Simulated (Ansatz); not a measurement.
A relaxed cell of CaIrC₄N₄ is given with its symmetry left out. The cell was found from a structure generator's guess, not taken from experiment.

These are results of Ansatz 0.2.0, DFT PBE, scalar-relativistic, plane waves, PAW, not measurements. Cutoff 420 eV, Γ-centred mesh, Gaussian smearing, collinear spin.

```yaml
crystal:
  lattice:
    - [6.56263, 0.00000, 0.00000]
    - [0.00000, 6.56263, 0.00000]
    - [0.00000, 0.00000, 6.56263]
  atoms:
    - { symbol: Ca, position: [0.00000, 0.00000, 0.00000] }
    - { symbol: Ir, position: [0.50000, 0.50000, 0.50000] }
    - { symbol: C, position: [0.21956, 0.21956, 0.21956] }
    - { symbol: C, position: [0.21956, 0.78044, 0.78044] }
    - { symbol: C, position: [0.78044, 0.21956, 0.78044] }
    - { symbol: C, position: [0.78044, 0.78044, 0.21956] }
    - { symbol: N, position: [0.32290, 0.32290, 0.32290] }
    - { symbol: N, position: [0.32290, 0.67710, 0.67710] }
    - { symbol: N, position: [0.67710, 0.32290, 0.67710] }
    - { symbol: N, position: [0.67710, 0.67710, 0.32290] }
```

Formation energies are uncorrected and refer to the elements' standard structures at the same level (N₂ as a molecule).

Q: Find its symmetry and describe it.

A: P-43m (No. 215). Conventional cell: a = 6.563 Å. Around Ca lie 4 C at 2.50 Å; Ir has 4 N at 2.01 Å; around C lie 1 N at 1.17 Å and 1 Ca at 2.50 Å; N is surrounded by 1 C at 1.17 Å and 1 Ir at 2.01 Å.

Q: How far does it lie from the elements in energy?

A: +0.530 eV/atom. It can't be a ground state, since the elements alone are lower.

Q: Is it a metal?

A: No, the gap on the 4×4×4 mesh is 1.15 eV.

Q: Which magnetic moments does it keep?

A: 0.30 μB per atom net, the space between the atoms included; by site: Ir 1.3 μB.

Q: From what recipe could a structure generator have reached it?

A: One such recipe: two interpenetrating cyanide-bridged diamond nets (P-43m, No. 215). Other recipes can lead to the same cell.

The last run used collinear spin, a 4×4×4 mesh for its 10-atom cell and Gaussian smearing of 0.02 eV. Spin–orbit coupling, which can matter for Ir, is left out. Kohn–Sham gaps at this level usually fall short of measured ones. The reference form of C is held partly by dispersion forces, which this level lacks. Another magnetic order may lie lower. A later test with randomly moved atoms came back to the same energy, though modes that don't fit the test's cell weren't probed. Another cell of CaIrC4N4 relaxed alike, in P4/mmm, lies 0.50 eV/atom lower, so this cell isn't the stable form at this level.
